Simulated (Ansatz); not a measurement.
**Ansatz run, BaIrCl4**

Input file of Ansatz 0.2.0:

```yaml
crystal:
  lattice:
    - [5.071522, 0.0, 0.0]
    - [2.535761, -8.835626, 0.0]
    - [0.0, 0.0, -7.081914]
  atoms:
    - { symbol: Ba, position: [0.14581, 0.70838, 0.24417] }
    - { symbol: Ba, position: [0.85419, 0.29162, 0.74417] }
    - { symbol: Ir, position: [0.41216, 0.17568, 0.2805] }
    - { symbol: Ir, position: [0.58784, 0.82432, 0.7805] }
    - { symbol: Cl, position: [0.302, 0.396, 0.4826] }
    - { symbol: Cl, position: [0.698, 0.604, 0.9826] }
    - { symbol: Cl, position: [0.3329, 0.3342, 0.0107] }
    - { symbol: Cl, position: [0.6671, 0.6658, 0.5107] }
    - { symbol: Cl, position: [0.5243, 0.9514, 0.0939] }
    - { symbol: Cl, position: [0.4757, 0.0486, 0.5939] }
    - { symbol: Cl, position: [0.9202, 0.1596, 0.2853] }
    - { symbol: Cl, position: [0.0798, 0.8404, 0.7853] }
  symmetry: { tolerance: 0.0003 }
kpoints:
  mp_grid: { grid: [5, 5, 4], shift: [0, 0, 0] }
  band_path:
    path:
      - [0.0, 0.0, 0.0]
      - [0.0, -0.5, 0.0]
      - [-0.45881757, -0.72940878, 0.0]
      - [-0.54118243, -0.27059122, 0.0]
      - [0.0, 0.0, 0.0]
      - [0.0, 0.0, 0.5]
      - [-0.54118243, -0.27059122, 0.5]
      - [-0.45881757, -0.72940878, 0.5]
      - [0.0, -0.5, 0.5]
      - [0.0, -0.5, 0.0]
      - [0.0, 0.0, 0.0]
    npoints: 6
magnetization:
  spin_polarized: false
scf:
  occupations: { method: gaussian, width: 0.0112 }
  lower_state_search: "off"
  max_iter: 200
hamiltonian:
  pseudopotentials: { kind: paw }
  xc: pbe
basis:
  ecutwfc: 420
  fft_grid_basis: typed
output:
  forces: true
  stress: true
  eigenvalues: true
  bader: true
  populations: true
  elf: true
  write_potential: true
  volumetric_format: npy
  dos:
    e_range: [-12, 8]
    de: 0.05
    projected: { site_lists: { Ba: [Ba], Cl: [Cl], Ir: [Ir] } }
checkpoint:
  read: saved_state
```

The run starts from an earlier solution of this cell. 

Output (shortened):

```
Pseudopotentials: kind: paw
Pseudopotential: Ba, paw, valence charge 10, recommended cutoff 420 eV (normal), Ba.paw.azcp
Pseudopotential: Ir, paw, valence charge 17, recommended cutoff 420 eV (normal), Ir.paw.azcp
Pseudopotential: Cl, paw, valence charge 7, recommended cutoff 420 eV (normal), Cl.paw.azcp
Functional definition: PBE
  exchange = pbe_x(kappa = kappa, mu = beta*pi^2/3)
  correlation = pbe_c(beta = beta)
Crystal: 12 atoms, lattice volume = 317.341 Å³
Basis set: ecut = 420 eV, 6251 PW (Γ), exchange–correlation on 72×128×96 points (8 copies of the dense FFT grid, shifted against one another)
Bands: 67, of which v1, the nominal top of the filled ones, is band 55 counted from 1 (54 counted from 0)
Symmetry: 4 space group operations
Space group: Cmc21 (ITA 36), of the structure as read, at distance tolerance 2.0e-3 Å
k-points: 27 of 100 (time reversal used)
Initial density: read from a saved state, or passed on in memory by an earlier SCF of this step, an earlier step, the calling program or the single point that the run made first
Functional: x = pbe(κ = 0.804, μ = 0.2195), c = pbe(β = 0.0667)
SCF iter   1: F=—  Δρ=1.72e-2  dr2=6.15e-1
SCF iter   2: F=—  Δρ=2.02e-2  dr2=6.51e-1  defer=1
SCF iter   3: F=—  Δρ=8.76e-3  dr2=1.16e-1  defer=14
SCF iter   4: F=—  Δρ=2.46e-3  dr2=1.64e-2  defer=147
SCF iter   5: F=—  Δρ=2.00e-3  dr2=8.14e-3  defer=149
SCF iter   6: F=—  Δρ=9.02e-4  dr2=1.63e-3  defer=149
SCF iter   7: F=—  Δρ=1.32e-4  dr2=6.46e-5  defer=149
SCF iter   8: F=—  Δρ=1.47e-4  dr2=3.69e-5  defer=149
SCF iter   9: F=—  Δρ=5.02e-5  dr2=4.46e-6  defer=149
SCF iter  10: F=—  Δρ=6.34e-6  dr2=1.25e-7  defer=149
SCF iter  11: F=-44420.1867 eV  Δρ=2.17e-6  dr2=3.79e-8
Free energy (F): -44420.1867 eV
Harris-Foulkes:  -44420.1867 eV  (|F-HF|=3.33e-8)
Internal energy: -44420.1852 eV  (E = F + TS)
E sigma→0 (E₀):  -44420.1860 eV
Entropy (-TS):   -0.0014 eV (-0.119 meV/atom)
Fermi energy:    7.6564 eV
--- Per-component energies (eV) ---
  E_band       = -918.4745
  E_kinetic    = 2876.5648
  E_local      = -8357.1251  (includes V_loc(G=0)·N_el)
  E_nonlocal   = 489.6072
  E_hartree    = 3214.8561
  E_xc         = -1727.1269
  E_vxc        = -1844.7559  (∫ρ·V_xc dr)
  E_paw        = -34174.1767  (= ΣΔE_a)
  E_vpaw       = -512.4836  (= ΣTr[D̂ρ^β])
  E_aug_tail   = 0.0008  (compensation charges beyond the density's cutoff)
  E_ewald      = -6742.7854
  E_smearing   = -0.0014  (= −TS)
--- Forces (eV/Å), atoms counted from 1 ---
  atom   1  Ba     0.0000    -0.3072     0.3020
  atom   2  Ba     0.0000     0.3072     0.3020
  atom   3  Ir     0.0000     0.2027    -0.2470
  atom   4  Ir     0.0000    -0.2027    -0.2470
  atom   5  Cl     0.0000     0.0662     0.0357
  atom   6  Cl     0.0000    -0.0662     0.0357
  atom   7  Cl     0.0000    -0.0394     0.0885
  atom   8  Cl     0.0000     0.0394     0.0885
  atom   9  Cl     0.0000     0.3702    -0.0967
  atom  10  Cl     0.0000    -0.3702    -0.0967
  atom  11  Cl     0.0000    -0.0811    -0.0825
  atom  12  Cl     0.0000     0.0811    -0.0825
--- Stress (GPa, compression-positive) ---
        0.8101       0.0000       0.0000
        0.0000      -0.5645       0.0000
        0.0000       0.0000      -2.6658
  P = ⅓ Tr σ = -0.8067 GPa (-8.067 kbar)
--- Löwdin populations: 12 sites ---
  site symbol       q [e]
     0     Ba      8.3157
     1     Ba      8.3157
     2     Ir     16.4909
     3     Ir     16.4909
     4     Cl      7.5032
     5     Cl      7.5032
     6     Cl      7.4851
     7     Cl      7.4851
     8     Cl      7.3338
     9     Cl      7.3338
    10     Cl      7.4503
    11     Cl      7.4503
  spilling = 0.0077 (of n_electrons = 110.0000)
```

Origin: a known structure type with other elements, at an estimated volume, so it need not be a known compound. Caveats: many states at the Fermi level without spin polarisation, so a magnetic state may lie lower.
